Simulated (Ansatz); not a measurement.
**ZnNi: two-dimensional strain map**

Level of theory: DFT r2SCAN, scalar-relativistic, plane waves, PAW (Ansatz). Cutoff 500 eV, Γ-centred 16×16×16 k-points, Gaussian smearing of 0.15 eV. Collinear spins, started from moments 0.0, 0.3 μB in atom order; the magnetic state may not be the lowest. Energies are free energies at this smearing, counted from the undisturbed cell; pressure is positive in compression.

Reference structure (as given, not relaxed at this level; it stands at -8.9 GPa, and it needn't be the usual structure):

```
Zn Ni
1.0
     2.90830    0.00000    0.00000
     0.00000    2.90830    0.00000
     0.00000    0.00000    2.90830
Zn Ni
1 1
Direct
  0.50000 0.50000 0.50000
  0.00000 0.00000 0.00000
```

The cell is strained by p along both x and y and by q along z, fractional coordinates fixed. Points are written (p, q). At -9 GPa the given cell is far from its own equilibrium, so these figures belong to a strongly strained crystal.

Energy above the undisturbed cell in meV/atom (a dash: not computed):

```
 p \ q  -0.050  0.000  0.050
-0.050    35.8  -12.7      ?
 0.000   -21.1    0.0   44.8
 0.050    46.1      ?      –
```

Question: Fill in the withheld energies.

Answer: (-0.050, 0.050): -27.4; (0.050, 0.000): 112.0.

Cost: 8 runs of about 22 core-minutes in all, on Oxide Virtual Turin-like Processor (Zen 5) (shared hosts).